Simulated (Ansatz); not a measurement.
# HfSn2S6 (P-31m) at 2 levels of theory

One geometry, relaxed with PBE; plane waves with PAW potentials in Ansatz, scalar-relativistic. No spin polarisation. Gaps are the least over mesh and band path; pressure is positive in compression.

```
Hf Sn S
1.0
     6.41299    0.00000    0.00000
    -3.20649    5.55381    0.00000
     0.00000    0.00000    6.85199
Hf Sn S
1 2 6
Direct
  0.00000 0.00000 0.00000
  0.33333 0.66667 0.00000
  0.66667 0.33333 0.00000
  0.33256 0.00000 0.21411
  0.00000 0.33256 0.21411
  0.66744 0.66744 0.21411
  0.66744 0.00000 0.78589
  0.33256 0.33256 0.78589
  0.00000 0.66744 0.78589
```

```csv
level,cutoff (eV),k mesh,gap (eV),pressure (GPa)
PBE,420,6×6×4,0.96,0.0
```

**Question.** What comes out on the same cell with r2SCAN?

**Answer.**
| level | cutoff (eV) | k mesh | gap (eV) | pressure (GPa) |
| --- | --- | --- | --- | --- |
| r2SCAN | 500 | 6×6×4 | 1.29 | -1.7 |

Spin-orbit coupling matters for the bands of heavy elements and is left out. The cell holds layers, chains or molecules and no dispersion correction was added, so their binding is poorly described.

Another cell of HfSn2S6 relaxed alike, in P-3m1, lies 65 meV/atom lower, so this cell isn't the stable form at this level.

The cell was found from a structure generator's guess, not taken from experiment.
